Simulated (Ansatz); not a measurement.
Relaxed-ion elastic tensor of B (diamond, space group No. 227) in GPa (Voigt order), r²SCAN in the plane-wave PAW code Ansatz; density 2.16 g/cm³, 8.32 Å³ per atom.

```tsv
	1	2	3	4	5	6
1	111	215	215	0.0	0.0	0.0
2	215	111	215	0.0	0.0	0.0
3	215	215	111	0.0	0.0	0.0
4	0.0	0.0	0.0	-89.6	0.0	0.0
5	0.0	0.0	0.0	0.0	-89.6	0.0
6	0.0	0.0	0.0	0.0	0.0	-89.6
```

Question: Is the crystal mechanically stable?

Answer: No: the smallest eigenvalue of C is -104 GPa.

Space group Fd-3m (diamond). The cell is a constructed one: a structure type filled with these elements; neither database checked (COD, Materials Project) lists it. It is not the phase usual at ambient conditions (space group No. 166). The cell was relaxed with r²SCAN under the symmetry of its start. At this level the phase is mechanically unstable. As this level gives no gap, shear constants depend on the k-mesh and smearing (Fermi–Dirac, 0.1 eV here).

Potentials: the later of the program's two PAW sets.
